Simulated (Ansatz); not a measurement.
**What DFT gives for In2GaTe4**

```xyz
14
Lattice="3.2792 5.6539 0.0000 3.2792 -5.6539 0.0000 0.0000 0.0000 -11.3204" Properties=species:S:1:pos:R:3 pbc="T T T"
In    3.2634   -3.0045    0.0000
In    3.2949    3.0045    0.0000
In    3.2634    3.0045   -5.6602
In    3.2949   -3.0045   -5.6602
Ga    3.2792    0.0000   -8.4903
Ga    3.2792    0.0000   -2.8301
Te    4.7620   -0.7734    0.0000
Te    1.7963    0.7734    0.0000
Te    4.7620    0.7734   -5.6602
Te    1.7963   -0.7734   -5.6602
Te    1.6396    2.8269   -7.7386
Te    1.6396   -2.8269   -9.2420
Te    1.6396    2.8269   -3.5818
Te    1.6396   -2.8269   -2.0784
```

Level: PBE, no spin polarisation; 420 eV; 6×6×3 Γ-centred mesh; fermi-dirac occupations (width 0.0537 eV); Ansatz 0.2.0, fixed geometry.

Question: Where is the largest force?

Answer: The largest is on Te11 (and as large on other atoms): 2.24 eV/Å, components (0.00, 0.00, -2.24). It makes 142° with the line to a nearest neighbour, In3 at 2.64 Å, pointing away from it.

Question: Metal or insulator?

Answer: It is a metal, with about 9.6 states/eV a cell as the mean within 0.25 eV of the Fermi level, mostly Te p (81 %).

Question: What does the stress say?

Answer: The pressure is 10.4 GPa (compression positive), so with the atoms held at these fractions the cell would first expand; the forces are large, so a full relaxation may end otherwise. The principal stresses 8.6, 8.8, 13.8 GPa differ, so its shape would change too.

Question: How is the charge shared?

Answer: Bader charges in e: In +0.67, Ga +0.47, Te -0.45. In the mean In gives up most and Te takes most.

Origin: a known structure type with other elements, at an estimated volume, so it need not be a known compound. Caveats: atoms or cell far from equilibrium.
